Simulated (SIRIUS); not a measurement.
Band structure of MoSeS (P-3m1, 6 atoms in the cell; from Materials Project mp-1221404).

```xyz
6
Lattice="3.2525 0.0000 0.0000 -1.6263 2.8168 0.0000 0.0000 0.0000 13.6173" Properties=species:S:1:pos:R:3 pbc="T T T"
Mo     0.0000     0.0000     3.5289
Mo     0.0000     0.0000    10.0884
Se     1.6263     0.9389    11.7774
Se     0.0000     1.8778     1.8398
S      0.0000     1.8778     5.0464
S      1.6263     0.9389     8.5708
```

Computed with PBEsol, GBRV PBEsol ultrasoft pseudopotentials (plane waves; SIRIUS 7.12.0).

Settings: parameters.ngridk = 6 6 2; parameters.xc_functionals = [XC_GGA_X_PBE_SOL, XC_GGA_C_PBE_SOL]; parameters.gk_cutoff = 6.325 1/bohr; parameters.pw_cutoff = 14.143 1/bohr; parameters.smearing = gaussian; parameters.smearing_width = 0.000734986 Ha; potentials = GBRV PBEsol ultrasoft pseudopotentials; parameters.electronic_structure_method = pseudopotential; parameters.num_bands = 32; parameters.num_mag_dims = 0; parameters.num_dft_iter = 100; parameters.energy_tol = 1e-07 Ha; parameters.density_tol = 1e-06; mixer.type = broyden2.

The structure comes from a collection of computed structures, made at another level of theory; the collection holds predicted forms beside known ones.

Q: Predict the gap along the standard path and the places of the band edges.

A: The gap along the path is 1.01 eV, from Γ to a point between K and Γ; the smallest direct gap on it is 1.53 eV.

Points are given in units of this cell's reciprocal vectors. Levels in eV from the top of the valence band on the path, bands 23 to 30:
| point | 23 | 24 | 25 | 26 | 27 | 28 | 29 | 30 |
|---|---|---|---|---|---|---|---|---|
| Γ (0 0 0) | -1.74 | -1.56 | -0.80 | 0.00 | 2.30 | 2.30 | 2.38 | 2.38 |
| M (0.5 0 0) | -1.32 | -1.24 | -1.23 | -1.01 | 1.57 | 1.59 | 1.99 | 2.01 |
| K (0.333 0.333 0) | -2.56 | -2.56 | -0.51 | -0.51 | 1.02 | 1.04 | 2.36 | 2.36 |
| A (0 0 0.5) | -1.74 | -1.74 | -0.49 | -0.08 | 2.33 | 2.33 | 2.34 | 2.34 |
| L (0.5 0 0.5) | -1.29 | -1.27 | -1.15 | -1.04 | 1.58 | 1.58 | 1.95 | 2.03 |
| H (0.333 0.333 0.5) | -2.55 | -2.55 | -0.51 | -0.51 | 1.03 | 1.04 | 2.26 | 2.26 |
